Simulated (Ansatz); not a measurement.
In r²SCAN in the plane-wave PAW code Ansatz, Fe in the orthorhombic phase (Cmcm; Fe on 4c) relaxes to a = 2.416 Å, b = 4.725 Å, c = 4.269 Å.

Electronic character: metallic (no gap). The magnetic state found is ferromagnetic. The net moment is 2.81 μB per atom.

The bulk modulus is 160 GPa.

The start of the workflow was typed in or built on a structure type; neither database checked (COD, Materials Project) lists it. It is not the phase usual at ambient conditions (space group No. 229). The r²SCAN relaxation kept the symmetry of its start; its stability against distortions is not shown here. Magnetic state: ferromagnetic, chosen from 5 collinear starts compared on coarse meshes (ties went to the first, and starts can fall back to one state), not a proven ground state. Other orbital occupations within this spin state were not tried. For itinerant 3d metals, meta-GGAs of the SCAN family and hybrids are commonly reported to give too large moments. Axis ratios of metals converge slowly with the k-mesh, so a and c are less sure than the volume.

Potentials: the later of the program's two PAW sets.
